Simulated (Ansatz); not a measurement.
Consider the following.

NiSb:
```yaml
crystal:
  lattice:
    - [3.90829, 0.00000, 0.00000]
    - [-1.95414, 3.38467, 0.00000]
    - [0.00000, 0.00000, 10.34275]
  atoms:
    - { symbol: Ni, position: [0.33333, 0.66667, 0.12667] }
    - { symbol: Ni, position: [0.66667, 0.33333, 0.62667] }
    - { symbol: Ni, position: [0.66667, 0.33333, 0.87333] }
    - { symbol: Ni, position: [0.33333, 0.66667, 0.37333] }
    - { symbol: Sb, position: [0.00000, 0.00000, 0.00000] }
    - { symbol: Sb, position: [0.00000, 0.00000, 0.50000] }
    - { symbol: Sb, position: [0.33333, 0.66667, 0.75000] }
    - { symbol: Sb, position: [0.66667, 0.33333, 0.25000] }
```

This is the PBEsol-relaxed structure. x, y and z are the axes in which the lattice vectors are written.

Q: All from PBEsol in the plane-wave PAW code Ansatz, unless another level is named. Predict the Poisson's ratio.

A: 0.39.

Q: What about the elastic constants (relaxed ions, GPa)?

A: C11 = 160, C12 = 120, C13 = 102, C33 = 118, C44 = 45.5.

Space group P6_3/mmc. The cell is a constructed one: a structure type filled with these elements; the Crystallography Open Database files this formula in space group No. 194, but the cells were not matched. Whether it is the stable phase at ambient conditions was not checked. Symmetry was held in the PBEsol relaxation; its stability against distortions is not shown here. The workflow began spin-polarised and lost its moments. As this level gives no gap, shear constants depend on the k-mesh and smearing (Fermi–Dirac, 0.1 eV here). On the denser mesh and wider smearing of the elastic run this cell carries a stress of 0.5 GPa. Spin–orbit coupling is left out wherever it is not named.

Potentials: the later of the program's two PAW sets.
